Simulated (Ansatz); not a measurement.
Here is the system:

WC:
```
WC
1.0
    5.29346     0.00000     0.00000
   -2.64673     4.58427     0.00000
    0.00000     0.00000     3.09184
W C
3 3
Cartesian
  2.64673   0.00000   0.00000
  1.32337   2.29214   0.00000
 -1.32337   2.29214   0.00000
  0.00000   0.00000   0.00000
  0.00000   3.05618   1.54592
  2.64673   1.52809   1.54592
```

This is the PBE-relaxed structure.

Task: All from the program Ansatz at the PBE level (PAW), unless another level is named. Estimate the electronic character.

Result: metallic (no gap).

Task: And the formation energy from the elements (no fitted shifts)?

Result: 1.14 eV/atom.

Task: What about the density of states at the Fermi level?

Result: 0.57 states/eV per atom (mean over ±0.08 eV).

Space group P6/mmm. A made-up cell: these elements were put on the sites of a structure type; neither database checked (COD, Materials Project) lists it. It is not the phase usual at ambient conditions (space group No. 187). The PBE relaxation kept the symmetry of its start; its stability against distortions is not shown here. No spin polarisation was allowed. The references are the lowest solids computed at this level, not always the standard phases. Scalar-relativistic: spin–orbit coupling is off unless named, which matters more the heavier the elements.

Potentials: the later of the program's two PAW sets.
